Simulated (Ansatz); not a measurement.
Cells of Ca relaxed with PBEsol (plane waves to 420 eV, PAW, scalar-relativistic; Ansatz, an electronic-structure program), each with a space-group label. One label is wrong.

**A**, labelled Im-3m (No. 229)
```
CELL_PARAMETERS angstrom
     -2.16126     2.16126     2.16126
      2.16126    -2.16126     2.16126
      2.16126     2.16126    -2.16126
ATOMIC_POSITIONS crystal
  Ca 0.00000 0.00000 0.00000
```

**B**, labelled Pm-3m (No. 221)
```yaml
crystal:
  lattice:
    - [3.45962, 0.00000, 0.00000]
    - [0.00000, 3.45962, 0.00000]
    - [0.00000, 0.00000, 3.45962]
  atoms:
    - { symbol: Ca, position: [0.00000, 0.00000, 0.00000] }
```

**C**, labelled P6₃/mmc (No. 194)
```yaml
crystal:
  lattice:
    - [0.00000, 4.21632, 4.21632]
    - [4.21632, 0.00000, 4.21632]
    - [4.21632, 4.21632, 0.00000]
  atoms:
    - { symbol: Ca, position: [0.75000, 0.75000, 0.75000] }
    - { symbol: Ca, position: [0.50000, 0.50000, 0.50000] }
```

Task: Which label is wrong, and what should it be (tolerance 0.01 Å)?

Result: C: its symmetry is Fd-3m, origin choice 1 (No. 227), cF8, diamond type; a = b = c = 8.433 Å, α = β = γ = 90.00°.

Each run could gain symmetry but not lose that of its start, so entries can be saddle points. From databases, or of a type measured for this composition: Pm-3m, cP1, simple cubic type; Im-3m, cI2, bcc (W type); the others are generated cells (placed on structure types, drawn at random, substituted or restacked) that were not matched to a known phase here.

No spin polarisation in the result.
